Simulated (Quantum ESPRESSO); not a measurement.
Si2GaO5F, finding a planted mistake in a log

Computed values, not a measurement. The program is pw.x of Quantum ESPRESSO 7.5 (plane-wave density functional theory). The cell is made up: 9 atoms on a quartz lattice, with randomly drawn elements, strain and displacements, not relaxed. PseudoDojo standard norm-conserving files (v0.5 for PBE, v0.4.1 for LDA and PBEsol) set the functional; there is no spin polarisation, spin-orbit coupling or dispersion term, and the masses in the input are unused placeholders.

Intended input:

```
&control calculation='scf', pseudo_dir='./dojo.nc.sr.pbe.v0_5.standard.upf', outdir='./o', disk_io='medium', tprnfor=.true., tstress=.true. /
&system ibrav=0, nat=9, ntyp=4, nbnd=35, ecutwfc=84.00895049, nosym=.true., tot_charge=0,
 occupations='smearing', smearing='fd', degauss=0.0018374661
/
&electrons conv_thr=7.350e-09, electron_maxstep=60, /
ATOMIC_SPECIES
F 1.0 F.upf
Ga 1.0 Ga.upf
O 1.0 O.upf
Si 1.0 Si.upf
CELL_PARAMETERS angstrom
5.0567 -0.0831 -0.0208
-2.6003 4.3628 0.0441
-0.0228 0.0427 5.5865
ATOMIC_POSITIONS angstrom
Si 2.3471 -0.0029 3.6759
Ga -1.2145 2.1193 1.8943
Si 1.3563 2.2844 0.0279
O 1.3845 1.1449 4.4025
O 3.2763 0.5913 2.5448
O 2.7452 2.5035 0.6568
F 0.2539 1.7917 1.2077
O -1.1973 3.203 3.0489
O 0.7565 3.6799 4.9397
K_POINTS automatic
5 5 4 1 1 1
```

The log is shortened where brackets say so; the opening notice, blank lines, dates and the lines on written files are dropped, and the path of the files is cut. It prints rydbergs, bohrs and kilobars, and counts compression as positive stress. Where no state is partly filled, the Fermi energy that it prints is only some level between the filled and the empty states on the mesh, and need not lie in the true gap.

Log of the intended run:

```
     Program PWSCF v.7.5
     Parallel version (MPI & OpenMP), running on       1 processor cores
     Number of MPI processes:                 1
     Threads/MPI process:                     1
     [start-up lines left out]
     bravais-lattice index     =            0
     lattice parameter (alat)  =       9.5571  a.u.
     unit-cell volume          =     823.4958 (a.u.)^3
     number of atoms/cell      =            9
     number of atomic types    =            4
     number of electrons       =        58.00
     number of Kohn-Sham states=           35
     kinetic-energy cutoff     =      84.0090  Ry
     charge density cutoff     =     336.0358  Ry
     scf convergence threshold =      7.3E-09
     mixing beta               =       0.7000
     number of iterations used =            8  plain     mixing
     Exchange-correlation= PBE
                           (   1   4   3   4   0   0   0)
     [axes and pseudopotential details left out]
   Cartesian axes
     site n.     atom                  positions (alat units)
         1        Si     tau(   1) = (   0.4640899  -0.0005734   0.7268323  )
         2        Ga     tau(   2) = (  -0.2401419   0.4190472   0.3745582  )
         3        Si     tau(   3) = (   0.2681799   0.4516923   0.0055166  )
         4        O      tau(   4) = (   0.2737559   0.2263800   0.8705022  )
         5        O      tau(   5) = (   0.6478197   0.1169172   0.5031809  )
         6        O      tau(   6) = (   0.5428058   0.4950147   0.1298684  )
         7        F      tau(   7) = (   0.0502034   0.3542712   0.2387974  )
         8        O      tau(   8) = (  -0.2367410   0.6333262   0.6028561  )
         9        O      tau(   9) = (   0.1495820   0.7276232   0.9767222  )
     number of k points=    50  Fermi-Dirac smearing, width (Ry)=  0.0018
                       cart. coord. in units 2pi/alat
        k(    1) = (   0.1033749   0.1764002   0.1122354), wk =   0.0400000
        k(    2) = (   0.1042772   0.1746501   0.3385759), wk =   0.0400000
     [further k points left out]
     Dense  grid:    85617 G-vectors     FFT dimensions: (  60,  60,  64)
     Estimated max dynamical RAM per process >     115.60 MB
     Initial potential from superposition of free atoms
     starting charge      57.9961, renormalised to      58.0000
     Starting wfcs are   41 randomized atomic wfcs
     total cpu time spent up to now is       16.9 secs
     per-process dynamical memory:    70.8 Mb
     Self-consistent Calculation
     iteration #  1     ecut=    84.01 Ry     beta= 0.70
     Davidson diagonalization with overlap
     ethr =  1.00E-02,  avg # of iterations =  3.1
     total cpu time spent up to now is       55.6 secs
     total energy              =    -384.02564323 Ry
     estimated scf accuracy    <       2.38314501 Ry
     iteration #  2     ecut=    84.01 Ry     beta= 0.70
     Davidson diagonalization with overlap
     ethr =  4.11E-03,  avg # of iterations =  2.0
     total cpu time spent up to now is       96.9 secs
     total energy              =    -384.70831372 Ry
     estimated scf accuracy    <       1.70497283 Ry
     [iterations 3 to 10 left out]
     iteration # 11     ecut=    84.01 Ry     beta= 0.70
     Davidson diagonalization with overlap
     ethr =  5.56E-11,  avg # of iterations =  2.0
     total cpu time spent up to now is      467.0 secs
     total energy              =    -385.02921177 Ry
     estimated scf accuracy    <          7.9E-09 Ry
     iteration # 12     ecut=    84.01 Ry     beta= 0.70
     Davidson diagonalization with overlap
     ethr =  1.36E-11,  avg # of iterations =  2.0
     total cpu time spent up to now is      503.5 secs
     End of self-consistent calculation
     [lines on levels left out]
     the Fermi energy is     4.2370 ev
!    total energy              =    -385.02921177 Ry
     estimated scf accuracy    <          2.2E-10 Ry
     smearing contrib. (-TS)   =       0.00000000 Ry
     internal energy E=F+TS    =    -385.02921177 Ry
     The total energy is F=E-TS. E is the sum of the following terms:
     one-electron contribution =    -246.82134724 Ry
     hartree contribution      =     158.93765189 Ry
     xc contribution           =    -102.17405371 Ry
     ewald contribution        =    -194.97146272 Ry
     convergence has been achieved in  12 iterations
     Forces acting on atoms (cartesian axes, Ry/au):
     atom    1 type  4   force =    -0.01233565   -0.03827073    0.05033586
     atom    2 type  2   force =    -0.14985107   -0.08440060   -0.04845029
     atom    3 type  4   force =     0.00403284   -0.01540111   -0.16255029
     atom    4 type  3   force =    -0.00419617    0.01617414    0.05041343
     atom    5 type  3   force =    -0.02704415   -0.12850220    0.03612682
     atom    6 type  3   force =    -0.03978586    0.04230211   -0.06983698
     atom    7 type  1   force =     0.23605756   -0.05958765   -0.11614419
     atom    8 type  3   force =     0.04068974    0.26398542    0.26744276
     atom    9 type  3   force =    -0.04756724    0.00370063   -0.00733713
     Total force =     0.557078     Total SCF correction =     0.000041
     Computing stress (Cartesian axis) and pressure
          total   stress  (Ry/bohr**3)                   (kbar)     P=      156.85
   0.00124149   0.00013001  -0.00017670          182.63       19.12      -25.99
   0.00013001   0.00091114   0.00023959           19.12      134.03       35.25
  -0.00017670   0.00023959   0.00104617          -25.99       35.25      153.90
     init_run     :     15.74s CPU     16.78s WALL (       1 calls)
     electrons    :    462.96s CPU    486.61s WALL (       1 calls)
     forces       :      5.69s CPU      5.77s WALL (       1 calls)
     stress       :     23.12s CPU     23.26s WALL (       1 calls)
     [timing details left out]
     PWSCF        :   8m27.97s CPU   8m53.38s WALL
     JOB DONE.
```

A second run was made from an input with one planted mistake. Its log:

```
     Program PWSCF v.7.5
     Parallel version (MPI & OpenMP), running on       4 processor cores
     Number of MPI processes:                 4
     Threads/MPI process:                     1
     [start-up lines left out]
     bravais-lattice index     =            0
     lattice parameter (alat)  =       9.5571  a.u.
     unit-cell volume          =     823.4958 (a.u.)^3
     number of atoms/cell      =            9
     number of atomic types    =            4
     number of electrons       =        59.00
     number of Kohn-Sham states=           36
     kinetic-energy cutoff     =      84.0090  Ry
     charge density cutoff     =     336.0358  Ry
     scf convergence threshold =      7.3E-09
     mixing beta               =       0.7000
     number of iterations used =            8  plain     mixing
     Exchange-correlation= PBE
                           (   1   4   3   4   0   0   0)
     [axes and pseudopotential details left out]
   Cartesian axes
     site n.     atom                  positions (alat units)
         1        Si     tau(   1) = (   0.4640899  -0.0005734   0.7268323  )
         2        Ga     tau(   2) = (  -0.2401419   0.4190472   0.3745582  )
         3        Si     tau(   3) = (   0.2681799   0.4516923   0.0055166  )
         4        O      tau(   4) = (   0.2737559   0.2263800   0.8705022  )
         5        O      tau(   5) = (   0.6478197   0.1169172   0.5031809  )
         6        O      tau(   6) = (   0.5428058   0.4950147   0.1298684  )
         7        F      tau(   7) = (   0.0502034   0.3542712   0.2387974  )
         8        O      tau(   8) = (  -0.2367410   0.6333262   0.6028561  )
         9        O      tau(   9) = (   0.1495820   0.7276232   0.9767222  )
     number of k points=    50  Fermi-Dirac smearing, width (Ry)=  0.0018
                       cart. coord. in units 2pi/alat
        k(    1) = (   0.1033749   0.1764002   0.1122354), wk =   0.0400000
        k(    2) = (   0.1042772   0.1746501   0.3385759), wk =   0.0400000
     [further k points left out]
     Dense  grid:    85617 G-vectors     FFT dimensions: (  60,  60,  64)
     Estimated max dynamical RAM per process >     192.90 MB
     Estimated total dynamical RAM >     708.89 MB
     Initial potential from superposition of free atoms
     starting charge      57.9961, renormalised to      59.0000
     Starting wfcs are   41 randomized atomic wfcs
     total cpu time spent up to now is        3.8 secs
     per-process dynamical memory:   147.7 Mb
     Self-consistent Calculation
     iteration #  1     ecut=    84.01 Ry     beta= 0.70
     Davidson diagonalization with overlap
     ethr =  1.00E-02,  avg # of iterations =  3.2
     total cpu time spent up to now is       11.3 secs
     total energy              =    -383.61841086 Ry
     estimated scf accuracy    <       1.77590277 Ry
     iteration #  2     ecut=    84.01 Ry     beta= 0.70
     Davidson diagonalization with overlap
     ethr =  3.01E-03,  avg # of iterations =  2.6
     total cpu time spent up to now is       18.2 secs
     total energy              =    -384.14059849 Ry
     estimated scf accuracy    <       1.35205169 Ry
     [iterations 3 to 9 left out]
     iteration # 10     ecut=    84.01 Ry     beta= 0.70
     Davidson diagonalization with overlap
     ethr =  4.88E-10,  avg # of iterations =  2.0
     total cpu time spent up to now is       70.3 secs
     total energy              =    -384.40010383 Ry
     estimated scf accuracy    <       0.00000002 Ry
     iteration # 11     ecut=    84.01 Ry     beta= 0.70
     Davidson diagonalization with overlap
     ethr =  3.12E-11,  avg # of iterations =  3.4
     total cpu time spent up to now is       76.5 secs
     End of self-consistent calculation
     [lines on levels left out]
     the Fermi energy is     9.1510 ev
!    total energy              =    -384.40010384 Ry
     estimated scf accuracy    <          5.5E-09 Ry
     smearing contrib. (-TS)   =      -0.00021725 Ry
     internal energy E=F+TS    =    -384.39988659 Ry
     The total energy is F=E-TS. E is the sum of the following terms:
     one-electron contribution =    -245.77348098 Ry
     hartree contribution      =     159.23465328 Ry
     xc contribution           =    -102.88959617 Ry
     ewald contribution        =    -194.97146272 Ry
     convergence has been achieved in  11 iterations
     Forces acting on atoms (cartesian axes, Ry/au):
     atom    1 type  4   force =    -0.01257222   -0.03413571    0.04906860
     atom    2 type  2   force =    -0.13068595   -0.08338718   -0.07376329
     atom    3 type  4   force =    -0.00783116   -0.02326566   -0.13288697
     atom    4 type  3   force =     0.00238631    0.00237536    0.01323234
     atom    5 type  3   force =    -0.02832119   -0.13455147    0.04136140
     atom    6 type  3   force =    -0.01749749    0.05913155   -0.07672888
     atom    7 type  1   force =     0.20975738   -0.08728141   -0.06813817
     atom    8 type  3   force =     0.02445807    0.26795577    0.28342908
     atom    9 type  3   force =    -0.03969377    0.03315874   -0.03557411
     Total force =     0.543037     Total SCF correction =     0.000096
     Computing stress (Cartesian axis) and pressure
          total   stress  (Ry/bohr**3)                   (kbar)     P=      370.92
   0.00273227   0.00012456  -0.00035334          401.93       18.32      -51.98
   0.00012456   0.00226435   0.00022952           18.32      333.10       33.76
  -0.00035334   0.00022952   0.00256783          -51.98       33.76      377.74
     init_run     :      3.51s CPU      3.65s WALL (       1 calls)
     electrons    :     72.38s CPU     72.67s WALL (       1 calls)
     forces       :      1.08s CPU      1.08s WALL (       1 calls)
     stress       :      3.73s CPU      3.73s WALL (       1 calls)
     [timing details left out]
     PWSCF        :   1m20.92s CPU   1m21.39s WALL
     JOB DONE.
```

Question: what was wrong in the second input?

Answer: the cell has the wrong charge. The input lines that differ, file-writing options aside:

```
- &system ibrav=0, nat=9, ntyp=4, nbnd=35, ecutwfc=84.00895049, nosym=.true., tot_charge=0,
+ &system ibrav=0, nat=9, ntyp=4, nbnd=36, ecutwfc=84.00895049, nosym=.true., tot_charge=-1,
```

```
                                            intended run  run with the mistake
                          free energy (eV)     -5238.589             -5230.030
                    smearing term -TS (eV)        0.0000               -0.0030
                            pressure (GPa)         15.69                 37.09
            largest force component (eV/Å)         6.876                 7.287
largest change of a force component (eV/Å)                               1.234
                                iterations            12                    11
```

For scale, a rerun of the intended cell at a cutoff of 1437 eV and k mesh 7 x 7 x 6 moved values by no more than 0.003 eV in energy, 0.02 GPa in stress and 0.003 eV/Å in force. The charged cell sits in a uniform background, so its energy and stress rest on the program's zero of potential. The number of bands, nbnd, was set by rule from the electron count and the smearing, so it follows the mistake.